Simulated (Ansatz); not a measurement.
Starting structure, (101) slab as cut from the bulk (Ag, P6_3/mmc (No. 194), (1 0 1) face):

```
CELL_PARAMETERS angstrom
2.86706 0.00000 0.00000
-1.43353 5.30734 0.00000
0.00000 0.00000 25.60662
ATOMIC_POSITIONS crystal
Ag 0.43884 0.87767 0.29289
Ag 0.78003 0.56006 0.36431
Ag 0.04827 0.09654 0.37859
Ag 0.38947 0.77893 0.45001
Ag 0.65770 0.31541 0.46429
Ag 0.99890 0.99780 0.53571
Ag 0.26714 0.53428 0.54999
Ag 0.60833 0.21667 0.62141
Ag 0.87657 0.75314 0.63569
Ag 0.21777 0.43553 0.70711
```

These are results of DFT PBEsol, scalar-relativistic, plane waves, PAW in Ansatz 0.2.0, not measurements. Cutoff 420 eV; k points 12×7×1 on the computed 10-atom cell (Γ-centred); Gaussian smearing, width 0.10 eV; no spin polarisation. A dipole correction removes the field between periodic images along c.

All atoms are free. The cell is fixed. Force threshold 0.02 eV/Å.

```json
{"step": "1", "E − E_final (eV)": "0.091", "largest force (eV/Å)": "0.497"}
{"step": "2", "E − E_final (eV)": "0.008", "largest force (eV/Å)": "0.161"}
{"step": "3", "E − E_final (eV)": "0.001", "largest force (eV/Å)": "0.019"}
{"step": "4", "E − E_final (eV)": "0.001", "largest force (eV/Å)": "0.019"}
{"step": "5", "E − E_final (eV)": "0.000", "largest force (eV/Å)": "0.006"}
```

Task: What is the final structure?

Result:
```yaml
crystal:
  lattice:
    - [2.86706, 0.00000, 0.00000]
    - [-1.43353, 5.30734, 0.00000]
    - [0.00000, 0.00000, 25.60662]
  atoms:
    - { symbol: Ag, position: [0.44400, 0.88712, 0.29925] }
    - { symbol: Ag, position: [0.78080, 0.56085, 0.36349] }
    - { symbol: Ag, position: [0.05470, 0.10850, 0.37922] }
    - { symbol: Ag, position: [0.39064, 0.78134, 0.45019] }
    - { symbol: Ag, position: [0.65916, 0.31775, 0.46418] }
    - { symbol: Ag, position: [0.99744, 0.99546, 0.53582] }
    - { symbol: Ag, position: [0.26597, 0.53186, 0.54981] }
    - { symbol: Ag, position: [0.60191, 0.20471, 0.62078] }
    - { symbol: Ag, position: [0.87580, 0.75236, 0.63651] }
    - { symbol: Ag, position: [0.21260, 0.42609, 0.70075] }
```

The reference crystal is a form of Ag, which isn't its usual structure.

Cost: 1 run of about 17 core-minutes, on Intel Xeon Platinum 8259CL (Skylake/Cascade Lake) (shared hosts).